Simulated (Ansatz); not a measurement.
Eigenvalues along a path: LuSb (CsCl type)

```
CELL_PARAMETERS angstrom
3.67866 0.00000 0.00000
0.00000 3.67866 0.00000
0.00000 0.00000 3.67866
ATOMIC_POSITIONS crystal
Lu 0.00000 0.00000 0.00000
Sb 0.50000 0.50000 0.50000
```

The cell comes from a relaxation on PAW files under the same functional, begun from a prototype that needn't be the stable phase.

Computed with Ansatz 0.2.0; functional PBEsol, scalar-relativistic. Settings: a Γ-centred 11×11×11 k mesh, Fermi–Dirac smearing of 0.05 eV, no spin polarisation. Methods: LAPW: all electrons, basis error target 1 meV/atom.

Spin–orbit coupling is left out, which matters for the heavy atoms.

Path points, in fractions of the reciprocal vectors: Γ (0.000, 0.000, 0.000), X (0.000, 0.500, 0.000), M (0.500, 0.500, 0.000), R (0.500, 0.500, 0.500). The distance column jumps between branches of the path. Levels in eV from the Fermi level; bands 19 to 33, counted from the lowest band of the run. The gap is zero, the pressure 0.07 GPa.

```
# k(1/Å) point b19 b20 b21 b22 b23 b24 b25 b26 b27 b28 b29 b30 b31 b32 b33
0.000 Γ -11.37 -5.41 -5.41 -5.41 -5.40 -5.40 -5.40 -5.38 -0.69 -0.69 0.41 0.41 0.41 2.83 3.73
0.122 - -11.31 -5.41 -5.40 -5.40 -5.40 -5.40 -5.40 -5.38 -1.13 -0.65 0.34 0.34 0.49 3.29 3.74
0.244 - -11.14 -5.41 -5.40 -5.40 -5.40 -5.40 -5.40 -5.38 -2.11 -0.56 0.15 0.15 0.80 3.77 4.10
0.366 - -10.86 -5.42 -5.41 -5.40 -5.40 -5.39 -5.39 -5.38 -3.19 -0.41 -0.08 -0.08 1.34 3.81 4.51
0.488 - -10.49 -5.44 -5.41 -5.40 -5.40 -5.38 -5.38 -5.38 -4.23 -0.32 -0.32 -0.23 2.08 3.86 5.04
0.610 - -10.09 -5.49 -5.41 -5.40 -5.40 -5.38 -5.38 -5.38 -5.09 -0.51 -0.51 -0.05 3.00 3.91 5.66
0.732 - -9.74 -5.85 -5.41 -5.39 -5.39 -5.39 -5.38 -5.37 -5.37 -0.64 -0.64 0.10 3.94 4.04 5.47
0.854 X -9.59 -6.09 -5.42 -5.41 -5.39 -5.39 -5.38 -5.37 -5.37 -0.68 -0.68 0.15 3.95 4.87 5.32
0.976 - -9.56 -6.01 -5.42 -5.41 -5.39 -5.39 -5.39 -5.37 -5.37 -0.88 -0.62 0.18 3.78 4.87 5.24
1.098 - -9.49 -5.80 -5.42 -5.41 -5.39 -5.39 -5.39 -5.37 -5.36 -1.38 -0.44 0.24 3.38 4.77 4.80
1.220 - -9.39 -5.52 -5.42 -5.40 -5.39 -5.39 -5.38 -5.37 -5.30 -2.00 -0.15 0.20 2.94 4.31 4.37
1.342 - -9.26 -5.44 -5.42 -5.40 -5.40 -5.39 -5.38 -5.37 -4.91 -2.61 -0.09 0.26 2.54 3.91 4.17
1.464 - -9.13 -5.44 -5.43 -5.41 -5.40 -5.39 -5.37 -5.37 -4.37 -3.12 -0.64 0.77 2.23 3.61 3.70
1.586 - -9.03 -5.44 -5.43 -5.41 -5.39 -5.39 -5.37 -5.37 -3.83 -3.45 -1.24 1.38 2.04 2.87 3.42
1.708 M -9.00 -5.44 -5.44 -5.41 -5.39 -5.39 -5.37 -5.37 -3.56 -3.56 -1.55 1.98 1.98 2.20 3.36
1.881 - -9.08 -5.44 -5.43 -5.41 -5.40 -5.39 -5.37 -5.37 -3.88 -3.50 -0.99 1.15 2.04 3.23 3.46
2.053 - -9.36 -5.43 -5.42 -5.40 -5.40 -5.39 -5.37 -5.37 -4.16 -3.29 -0.08 0.49 2.24 3.31 4.40
2.226 - -9.84 -5.42 -5.42 -5.41 -5.40 -5.39 -5.38 -5.38 -3.92 -2.94 0.09 0.47 2.54 2.93 3.63
2.398 - -10.41 -5.42 -5.41 -5.40 -5.39 -5.39 -5.39 -5.38 -3.19 -2.46 -0.04 0.42 2.78 2.92 2.98
2.571 - -10.91 -5.41 -5.41 -5.40 -5.40 -5.40 -5.39 -5.38 -2.12 -1.85 0.06 0.11 1.87 3.23 3.31
2.743 - -11.25 -5.41 -5.41 -5.40 -5.40 -5.40 -5.40 -5.38 -1.16 -1.02 0.02 0.28 0.96 3.31 3.61
2.916 Γ -11.37 -5.41 -5.41 -5.41 -5.40 -5.40 -5.40 -5.38 -0.69 -0.69 0.41 0.41 0.41 2.83 3.73
3.127 - -11.19 -5.41 -5.41 -5.41 -5.40 -5.40 -5.40 -5.38 -1.14 -1.14 -0.65 0.88 0.88 3.42 3.73
3.338 - -10.70 -5.41 -5.41 -5.41 -5.40 -5.40 -5.39 -5.38 -1.93 -1.80 -1.80 1.34 1.34 3.76 4.01
3.550 - -10.01 -5.41 -5.41 -5.41 -5.39 -5.39 -5.39 -5.39 -2.62 -2.44 -2.44 1.38 1.38 3.90 4.76
3.761 - -9.26 -5.41 -5.41 -5.41 -5.40 -5.39 -5.39 -5.38 -3.05 -3.05 -2.69 1.45 1.45 2.39 5.39
3.972 - -8.53 -5.41 -5.40 -5.40 -5.39 -5.39 -5.39 -5.38 -3.60 -3.60 -2.70 1.09 1.78 1.78 5.87
4.184 - -7.86 -5.40 -5.40 -5.40 -5.38 -5.38 -5.37 -5.34 -3.99 -3.99 -3.52 1.63 2.26 2.26 5.81
4.395 R -7.53 -5.40 -5.40 -5.40 -5.37 -5.37 -5.37 -5.25 -4.13 -4.13 -4.13 2.53 2.53 2.53 5.15
4.567 - -7.76 -5.40 -5.40 -5.40 -5.38 -5.38 -5.37 -5.32 -4.08 -4.01 -3.66 1.80 2.29 2.46 5.45
4.740 - -8.25 -5.41 -5.40 -5.40 -5.39 -5.39 -5.38 -5.37 -4.06 -3.68 -2.66 0.87 1.76 2.31 5.42
4.913 - -8.74 -5.41 -5.41 -5.40 -5.39 -5.39 -5.39 -5.38 -4.31 -3.15 -1.58 0.66 1.22 2.30 5.31
5.085 - -9.12 -5.42 -5.41 -5.41 -5.39 -5.39 -5.39 -5.38 -4.87 -2.46 -0.86 0.76 1.28 2.78 5.16
5.258 - -9.39 -5.56 -5.41 -5.41 -5.39 -5.39 -5.39 -5.37 -5.33 -1.68 -0.64 0.42 2.42 3.83 4.99
5.430 - -9.54 -5.94 -5.41 -5.41 -5.39 -5.39 -5.39 -5.37 -5.37 -0.99 -0.65 0.22 3.54 4.89 4.95
5.603 X -9.59 -6.09 -5.42 -5.41 -5.39 -5.39 -5.38 -5.37 -5.37 -0.68 -0.68 0.15 3.95 4.87 5.32
6.810 R -7.53 -5.40 -5.40 -5.40 -5.37 -5.37 -5.37 -5.25 -4.13 -4.13 -4.13 2.53 2.53 2.53 5.15
6.932 - -7.65 -5.40 -5.40 -5.40 -5.38 -5.38 -5.37 -5.29 -4.10 -4.10 -3.85 2.03 2.49 2.49 5.34
7.054 - -7.94 -5.41 -5.41 -5.40 -5.38 -5.38 -5.37 -5.35 -4.02 -4.02 -3.16 1.11 2.39 2.39 5.35
7.176 - -8.27 -5.41 -5.41 -5.39 -5.39 -5.39 -5.38 -5.37 -3.91 -3.91 -2.23 0.22 2.26 2.26 5.31
7.298 - -8.57 -5.42 -5.42 -5.40 -5.39 -5.39 -5.38 -5.37 -3.78 -3.78 -1.14 -0.53 2.14 2.14 5.26
7.420 - -8.80 -5.43 -5.43 -5.41 -5.39 -5.39 -5.38 -5.37 -3.67 -3.67 -1.08 0.06 2.05 2.05 5.22
7.542 - -8.95 -5.44 -5.44 -5.41 -5.39 -5.39 -5.37 -5.37 -3.59 -3.59 -1.43 1.31 2.00 2.00 4.22
7.664 M -9.00 -5.44 -5.44 -5.41 -5.39 -5.39 -5.37 -5.37 -3.56 -3.56 -1.55 1.98 1.98 2.20 3.36
```
